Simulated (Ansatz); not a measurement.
PdSe2O5:
```
CELL_PARAMETERS angstrom
      6.10816     2.81068     0.00000
     -6.10816     2.81068     0.00000
     -2.13076     0.00000     6.78059
ATOMIC_POSITIONS crystal
  Pd 0.00000 0.00000 0.00000
  Pd 0.00000 0.00000 0.50000
  Se 0.45233 0.73000 0.18022
  Se 0.54767 0.27000 0.81978
  Se 0.73000 0.45233 0.31978
  Se 0.27000 0.54767 0.68022
  O  0.09990 0.35767 0.87339
  O  0.90010 0.64233 0.12661
  O  0.35767 0.09990 0.62661
  O  0.64233 0.90010 0.37339
  O  0.54854 0.54854 0.75000
  O  0.45146 0.45146 0.25000
  O  0.64117 0.89833 0.99444
  O  0.35883 0.10167 0.00556
  O  0.89833 0.64117 0.50556
  O  0.10167 0.35883 0.49444
```

Relaxed with r²SCAN+D4.

**Question.** Give the Bader charges and basin volumes of the independent atoms, DFT-r²SCAN+D4 in the program Ansatz with PAW potentials.

**Answer.** 

```
atom  Bader charge (e)  Bader volume (Å³)
----  ----------------  -----------------
Pd1              +0.99               17.6
Se3              +2.12               14.4
O7               -1.04               14.7
O11              -1.05               12.6
O13              -1.05               13.6
```

Space group C2/c. The workflow started from a Materials Project entry (that database holds measured and hypothetical structures alike); the Crystallography Open Database files this formula in space group No. 15, but the cells were not matched. Its standing as an ambient phase is unchecked. Symmetry was held in the r²SCAN+D4 relaxation; its stability against distortions is not shown here. No spin polarisation was allowed.

Potentials: the later of the program's two PAW sets.
